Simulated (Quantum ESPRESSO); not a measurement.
Mo3Mg2InWAl, input and log of a self-consistent run

A calculation, not a measurement. The program is pw.x of Quantum ESPRESSO 7.5 (plane-wave density functional theory). The cell is made up: eight metal atoms on a face-centred cubic lattice, with elements, volume, strain and displacements drawn at random and not relaxed, so it may be unstable or far from any real phase. PseudoDojo standard norm-conserving files set the functional (PBE unless stated); there is no spin polarisation or spin-orbit coupling, the Fermi-Dirac width of 0.25 eV means electrons at about 2900 K, and the masses in the input are unused placeholders. Heavy elements are run without spin-orbit coupling, which real alloys of them have. A spin test at this wide smearing found no moment, but such smearing suppresses magnetism that the real alloy may have.

Input:

```
&control calculation='scf', pseudo_dir='./dojo.nc.sr.pbe.v0_5.standard.upf', outdir='./o', disk_io='minimal', tprnfor=.true., tstress=.true. /
&system ibrav=0, nat=8, ntyp=5, nbnd=59, ecutwfc=84.00895049, nosym=.true., tot_charge=0,
 occupations='smearing', smearing='fd', degauss=0.0183746611
/
&electrons conv_thr=1.470e-08, electron_maxstep=70, mixing_beta=0.5 /
ATOMIC_SPECIES
Al 1.0 Al.upf
In 1.0 In.upf
Mg 1.0 Mg.upf
Mo 1.0 Mo.upf
W 1.0 W.upf
CELL_PARAMETERS angstrom
0.0403 -2.1101 -2.0918
2.1487 4.2822 -2.1942
8.5177 -4.3579 4.16
ATOMIC_POSITIONS angstrom
Mo 0.0555 0.0847 -0.0342
Mo 4.3048 -2.1751 1.9578
Mo 4.2889 -0.0363 -0.0122
Mg 8.6765 -2.2098 2.0247
In 1.9727 -2.2007 0.0107
W 6.3181 -4.2926 2.0563
Al 2.1101 0.01 -2.1303
Mg 6.6056 -2.0478 0.0546
K_POINTS automatic
8 5 3 1 1 1
```

The log is shortened where brackets say so; the opening notice, blank lines, dates and the lines on written files are dropped, and the path of the files is cut. It prints rydbergs, bohrs and kilobars, and counts compression as positive stress. Its total energy is the free energy E - TS of the whole cell.

```
     Program PWSCF v.7.5
     Parallel version (MPI & OpenMP), running on       4 processor cores
     Number of MPI processes:                 4
     Threads/MPI process:                     1
     [start-up lines left out]
     bravais-lattice index     =            0
     lattice parameter (alat)  =       5.6153  a.u.
     unit-cell volume          =    1042.7206 (a.u.)^3
     number of atoms/cell      =            8
     number of atomic types    =            5
     number of electrons       =        92.00
     number of Kohn-Sham states=           59
     kinetic-energy cutoff     =      84.0090  Ry
     charge density cutoff     =     336.0358  Ry
     scf convergence threshold =      1.5E-08
     mixing beta               =       0.5000
     number of iterations used =            8  plain     mixing
     Exchange-correlation= PBE
                           (   1   4   3   4   0   0   0)
     [axes and pseudopotential details left out]
   Cartesian axes
     site n.     atom                  positions (alat units)
         1        Mo     tau(   1) = (   0.0186775   0.0285042  -0.0115094  )
         2        Mo     tau(   2) = (   1.4486991  -0.7319888   0.6588606  )
         3        Mo     tau(   3) = (   1.4433483  -0.0122161  -0.0041057  )
         4        Mg     tau(   4) = (   2.9199122  -0.7436665   0.6813745  )
         5        In     tau(   5) = (   0.6638749  -0.7406040   0.0036009  )
         6        W      tau(   6) = (   2.1262372  -1.4445935   0.6920089  )
         7        Al     tau(   7) = (   0.7101143   0.0033653  -0.7169122  )
         8        Mg     tau(   8) = (   2.2229899  -0.6891484   0.0183746  )
     number of k points=    60  Fermi-Dirac smearing, width (Ry)=  0.0184
                       cart. coord. in units 2pi/alat
        k(    1) = (   0.0878804  -0.0127431  -0.0742363), wk =   0.0333333
        k(    2) = (  -0.0863209   0.0437478  -0.1345776), wk =   0.0333333
     [further k points left out]
     Dense  grid:   108467 G-vectors     FFT dimensions: (  36,  60, 120)
     Estimated max dynamical RAM per process >     367.23 MB
     Estimated total dynamical RAM >       1.36 GB
     Initial potential from superposition of free atoms
     starting charge      91.9872, renormalised to      92.0000
     Starting wfcs are   63 randomized atomic wfcs
     total cpu time spent up to now is        6.9 secs
     per-process dynamical memory:   281.7 Mb
     Self-consistent Calculation
     iteration #  1     ecut=    84.01 Ry     beta= 0.50
     Davidson diagonalization with overlap
     ethr =  1.00E-02,  avg # of iterations =  4.5
     total cpu time spent up to now is       21.5 secs
     total energy              =    -947.44577545 Ry
     estimated scf accuracy    <       1.51090538 Ry
     iteration #  2     ecut=    84.01 Ry     beta= 0.50
     Davidson diagonalization with overlap
     ethr =  1.64E-03,  avg # of iterations =  5.7
     total cpu time spent up to now is       37.3 secs
     total energy              =    -945.32073513 Ry
     estimated scf accuracy    <      66.07098609 Ry
     iteration #  3     ecut=    84.01 Ry     beta= 0.50
     Davidson diagonalization with overlap
     ethr =  1.64E-03,  avg # of iterations =  6.1
     total cpu time spent up to now is       52.8 secs
     total energy              =    -947.53062014 Ry
     estimated scf accuracy    <      13.89174779 Ry
     iteration #  4     ecut=    84.01 Ry     beta= 0.50
     Davidson diagonalization with overlap
     ethr =  1.64E-03,  avg # of iterations =  2.9
     total cpu time spent up to now is       65.5 secs
     total energy              =    -948.05133048 Ry
     estimated scf accuracy    <       2.55822149 Ry
     iteration #  5     ecut=    84.01 Ry     beta= 0.50
     Davidson diagonalization with overlap
     ethr =  1.64E-03,  avg # of iterations =  1.8
     total cpu time spent up to now is       76.4 secs
     total energy              =    -948.18120296 Ry
     estimated scf accuracy    <       0.80916258 Ry
     [iterations 6 to 12 left out]
     iteration # 13     ecut=    84.01 Ry     beta= 0.50
     Davidson diagonalization with overlap
     ethr =  6.65E-09,  avg # of iterations =  1.2
     total cpu time spent up to now is      175.5 secs
     total energy              =    -948.24412375 Ry
     estimated scf accuracy    <       0.00000188 Ry
     iteration # 14     ecut=    84.01 Ry     beta= 0.50
     Davidson diagonalization with overlap
     ethr =  2.04E-09,  avg # of iterations =  1.1
     total cpu time spent up to now is      185.8 secs
     total energy              =    -948.24412381 Ry
     estimated scf accuracy    <       0.00000041 Ry
     iteration # 15     ecut=    84.01 Ry     beta= 0.50
     Davidson diagonalization with overlap
     ethr =  4.49E-10,  avg # of iterations =  2.1
     total cpu time spent up to now is      197.5 secs
     total energy              =    -948.24412380 Ry
     estimated scf accuracy    <       0.00000170 Ry
     iteration # 16     ecut=    84.01 Ry     beta= 0.50
     Davidson diagonalization with overlap
     ethr =  4.49E-10,  avg # of iterations =  1.6
     total cpu time spent up to now is      208.4 secs
     total energy              =    -948.24412387 Ry
     estimated scf accuracy    <       0.00000012 Ry
     iteration # 17     ecut=    84.01 Ry     beta= 0.50
     Davidson diagonalization with overlap
     ethr =  1.35E-10,  avg # of iterations =  1.7
     total cpu time spent up to now is      219.4 secs
     End of self-consistent calculation
     [lines on levels left out]
!    total energy              =    -948.24412387 Ry
     estimated scf accuracy    <       0.00000001 Ry
     smearing contrib. (-TS)   =      -0.10986790 Ry
     internal energy E=F+TS    =    -948.13425597 Ry
     The total energy is F=E-TS. E is the sum of the following terms:
     one-electron contribution =    -380.11524426 Ry
     hartree contribution      =     220.85325068 Ry
     xc contribution           =    -168.32385512 Ry
     ewald contribution        =    -620.54840727 Ry
     convergence has been achieved in  17 iterations
     Forces acting on atoms (cartesian axes, Ry/au):
     atom    1 type  4   force =    -0.03552025    0.01673779   -0.03113880
     atom    2 type  4   force =    -0.00068975   -0.01498688    0.01775098
     atom    3 type  4   force =    -0.00210580    0.00431885    0.00249062
     atom    4 type  3   force =    -0.00516473    0.00456037    0.00136928
     atom    5 type  2   force =     0.04109829    0.00467337    0.00278680
     atom    6 type  5   force =     0.03569704    0.01848289   -0.00236386
     atom    7 type  1   force =     0.00823819   -0.02131400    0.02507509
     atom    8 type  3   force =    -0.04155299   -0.01247239   -0.01597010
     Total force =     0.098786     Total SCF correction =     0.000283
     Computing stress (Cartesian axis) and pressure
          total   stress  (Ry/bohr**3)                   (kbar)     P=     -123.28
  -0.00072482   0.00011921   0.00000833         -106.63       17.54        1.23
   0.00011921  -0.00091443  -0.00007104           17.54     -134.52      -10.45
   0.00000833  -0.00007104  -0.00087483            1.23      -10.45     -128.69
     init_run     :      6.39s CPU      6.79s WALL (       1 calls)
     electrons    :    211.14s CPU    212.45s WALL (       1 calls)
     forces       :      2.02s CPU      2.02s WALL (       1 calls)
     stress       :      7.02s CPU      7.03s WALL (       1 calls)
     [timing details left out]
     PWSCF        :   3m46.76s CPU   3m48.51s WALL
     JOB DONE.
```

In other units: free energy -12901.519 eV for the cell, pressure -12.33 GPa, largest force component 1.068 eV/Å in size. The run took 230 s of wall time with four MPI processes on a shared machine (AMD EPYC, older, virtual cores), so the time is rough. A rerun of this cell at a higher cutoff and on a denser mesh moved values by no more than 0.005 eV in energy, 0.02 GPa in stress and 0.005 eV/Å in force, and a second program with other atomic files agreed on that cell to 2 % rms in force and 0.5 GPa in pressure.